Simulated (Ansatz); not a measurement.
Level of theory: Ansatz, DFT PBE, scalar-relativistic, plane waves, PAW, and for the lanthanide a 4f-in-core norm-conserving potential. Settings: cutoff 690 eV, Γ-centred meshes spaced at most about 0.3 Å⁻¹, and about 0.25 Å⁻¹ or finer for metals (2π included), Gaussian smearing. No spin polarisation in the final relaxations.

All energies are static (0 K, no zero-point motion). All come from trial cells, and lower structures may exist.

Question: Order these relaxed structures of Tb₄S by energy, lowest first, with the energy over the lowest of them.
A.

Space group Im-3m (No. 229). a = 6.600 Å, b = 6.600 Å, c = 6.600 Å, α = 90.00°, β = 90.00°, γ = 90.00°
| atom | site | symmetry | x | y | z |
| --- | --- | --- | --- | --- | --- |
| Tb | 8c | .-3m | 0.2500 | 0.2500 | 0.7500 |
| S | 2a | m-3m | 0.0000 | 0.0000 | 0.0000 |

B.

Space group P-43m (No. 215). a = 5.519 Å, b = 5.519 Å, c = 5.519 Å, α = 90.00°, β = 90.00°, γ = 90.00°
```
atom  site  symmetry       x       y       z
  Tb    4e       .3m  0.2685  0.2685  0.2685
   S    1a      -43m  0.0000  0.0000  0.0000
```

C.

Space group Pm-3m (No. 221). a = 5.314 Å, b = 5.314 Å, c = 5.314 Å, α = 90.00°, β = 90.00°, γ = 90.00°
```csv
atom,site,symmetry,x,y,z
Tb,3d,4/mm.m,0.5000,0.0000,0.0000
Tb,1b,m-3m,0.5000,0.5000,0.5000
S,1a,m-3m,0.0000,0.0000,0.0000
```

D.

Space group I4/mmm (No. 139). a = 7.168 Å, b = 7.168 Å, c = 6.616 Å, α = 90.00°, β = 90.00°, γ = 90.00°
| atom | site | symmetry | x | y | z |
| --- | --- | --- | --- | --- | --- |
| Tb | 8h | m.2m | 0.2549 | 0.2549 | 0.5000 |
| S | 2b | 4/mmm | 0.0000 | 0.0000 | 0.5000 |

Answer: C (0 meV/atom), B (331 meV/atom), A (405 meV/atom), D (766 meV/atom). Forms: C Pm-3m; B P-43m; A Im-3m; D I4/mmm. Counting Tb atoms around S (those within 1.25 times the shortest such distance or 1.15 times the sum of covalent radii, 1.27 where that leaves under three): C has S 6; B has S 4; A has S 8; D has S 4.

Cells relaxed within their symmetry can be saddle points. Some candidate types were left out of the draw beforehand, so a known form may be missing.

The lanthanide is trivalent by construction, without f bands, f moments or other valences.
